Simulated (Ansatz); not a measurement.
BaTiO$_{3}$ (cubic perovskite, Pm-3m) at seven volumes, the program Ansatz at the r²SCAN level (PAW), scaled uniformly. One row is withheld.

```json
[
 {"V (Å³/atom)": "11.596", "P (GPa)": "21.03"},
 {"V (Å³/atom)": "11.979", "P (GPa)": "12.84"},
 {"V (Å³/atom)": "12.361", "P (GPa)": "5.89"},
 {"V (Å³/atom)": "12.743", "P (GPa)": "0.00"},
 {"V (Å³/atom)": "13.125", "P (GPa)": "?"},
 {"V (Å³/atom)": "13.508", "P (GPa)": "-9.25"},
 {"V (Å³/atom)": "13.890", "P (GPa)": "-12.85"}
]
```

Fit the shown pressures and predict the withheld one.

P = (3/2)B₀(x^(7/2) − x^(5/2))[1 + (3/4)(B′ − 4)(x − 1)] with x = (V₀/V)^(2/3). Least squares on the six rows gives V₀ = 12.743 Å³/atom, B₀ = 181 GPa, B′ = 4.45. At V = 13.125, x = 0.9805 and P = -5.01 GPa. The run itself gave -5.01 GPa.

This is a known high-temperature phase of the composition, computed here at zero pressure and temperature. The cell was relaxed with r²SCAN under the symmetry of its start; its stability against distortions is not shown here. No spin polarisation was allowed. Spin–orbit coupling is left out wherever it is not named.

Potentials: the later of the program's two PAW sets.
